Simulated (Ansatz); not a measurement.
Y:
```
Y
1.0
    3.60594     0.00000     0.00000
   -1.80297     3.12284     0.00000
    0.00000     0.00000     5.59193
Y
2
Direct
  0.33333   0.66667   0.75000
  0.66667   0.33333   0.25000
```

Relaxed with PBE+D3(BJ). Special points in fractions of this cell's reciprocal vectors: Γ (0.000, 0.000, 0.000); M (0.500, 0.000, 0.000); K (0.333, 0.333, 0.000); A (0.000, 0.000, 0.500); L (0.500, 0.000, 0.500); H (0.333, 0.333, 0.500).

**Question.** List the band energies nearest the Fermi level at these points for DFT-PBE+D3(BJ) in the program Ansatz with PAW potentials.

**Answer.** In eV from the Fermi level; about four levels below and three above (degenerate sets whole), none deeper than 8.9 eV; points with the same levels are listed once.

```
k                    below                          above
-  -----------------------  -----------------------------
Γ              -4.70 -1.88                 1.10 1.78 1.78
M  -1.67 -1.25 -0.85 -0.06                 1.45 1.53 2.21
K  -0.78 -0.66 -0.66 -0.45                 1.14 1.14 2.48
A              -3.20 -3.20  1.03 1.03 1.68 1.68 1.68 1.68
L              -1.69 -1.69            0.09 0.09 1.50 1.50
H  -0.40 -0.40 -0.38 -0.38            0.47 0.47 2.87 2.87
```

Space group P6_3/mmc (hcp (Mg type)). The cell was relaxed with PBE+D3(BJ) under the symmetry of its start. No spin polarisation was allowed. The pairwise dispersion correction was not fitted to metals. Spin–orbit coupling is left out wherever it is not named.

Potentials: the later of the program's two PAW sets.
